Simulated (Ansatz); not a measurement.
ZnSnO3 (R3c) was relaxed and computed twice in Ansatz (plane waves, PAW), once with HSE06 and once with LDA.

```csv
,run 1,run 2
cell,"a = b = 5.225 Å, c = 13.863 Å, α = β = 90.00°, γ = 120.00°","a = 5.2647 Å, b = 5.2647 Å, c = 14.0290 Å, α = 90.00°, β = 90.00°, γ = 120.00°"
gap (eV),1.45,3.19
B₀ by P(V) fit (GPa),195,192
```

**Question.** Which run used which functional?

**Answer.** Run 1 is LDA, run 2 is HSE06.

All cells were relaxed under the symmetry of their starts (and spin orders); stability against distortions was not tested throughout. Spin–orbit coupling is left out wherever it is not named.

Potentials: the later of the program's two PAW sets.

Ansatz (an electronic-structure program) is a plane-wave DFT program.
